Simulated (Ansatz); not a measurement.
HgS (zinc blende, F-43m) at seven volumes, the program Ansatz at the PBE level (PAW), scaled uniformly. One row is withheld.

| V (Å³/atom) | P (GPa) |
|---|---|
| 24.466 | 5.99 |
| 25.272 | 3.63 |
| 26.079 | 1.65 |
| 26.885 | 0.00 |
| 27.692 | ? |
| 28.498 | -2.54 |
| 29.305 | -3.50 |

### Question
Fit the shown pressures and predict the withheld one.

### Answer
P = (3/2)B₀(x^(7/2) − x^(5/2))[1 + (3/4)(B′ − 4)(x − 1)] with x = (V₀/V)^(2/3). Least squares on the six rows gives V₀ = 26.885 Å³/atom, B₀ = 50.3 GPa, B′ = 4.95. At V = 27.692, x = 0.9805 and P = -1.38 GPa. The run itself gave -1.38 GPa.

The PBE relaxation kept the symmetry of its start. Spin–orbit coupling is left out wherever it is not named.

Potentials: the later of the program's two PAW sets.
